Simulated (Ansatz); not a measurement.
Zr3SiO8 (P-43m) at 2 levels of theory

One geometry, relaxed with PBE; plane waves with PAW potentials in Ansatz, scalar-relativistic. No spin polarisation. Gaps are the least over mesh and band path; pressure is positive in compression.

```cif
data_structure
_symmetry_space_group_name_H-M 'P 1'
_symmetry_Int_Tables_number 1
_cell_length_a 5.0589
_cell_length_b 5.0589
_cell_length_c 5.0589
_cell_angle_alpha 90.000
_cell_angle_beta 90.000
_cell_angle_gamma 90.000
_cell_volume 129.47
loop_
_atom_site_label
_atom_site_type_symbol
_atom_site_fract_x
_atom_site_fract_y
_atom_site_fract_z
_atom_site_occupancy
Zr1 Zr 0.50000 0.00000 0.00000 1
Zr2 Zr 0.00000 0.50000 0.00000 1
Zr3 Zr 0.00000 0.00000 0.50000 1
Si1 Si 0.50000 0.50000 0.50000 1
O1 O 0.80488 0.19512 0.19512 1
O2 O 0.19512 0.80488 0.19512 1
O3 O 0.69247 0.30753 0.69247 1
O4 O 0.30753 0.69247 0.69247 1
O5 O 0.69247 0.69247 0.30753 1
O6 O 0.30753 0.30753 0.30753 1
O7 O 0.80488 0.80488 0.80488 1
O8 O 0.19512 0.19512 0.80488 1
```

```
level  cutoff (eV)  k mesh  gap (eV)  pressure (GPa)
  PBE          420   6×6×6      3.85             0.0
```

Question: What comes out on the same cell with r2SCAN?

Answer:
| level | cutoff (eV) | k mesh | gap (eV) | pressure (GPa) |
| --- | --- | --- | --- | --- |
| r2SCAN | 500 | 6×6×6 | 4.33 | -4.7 |

The cell was found from a structure generator's guess, not taken from experiment.
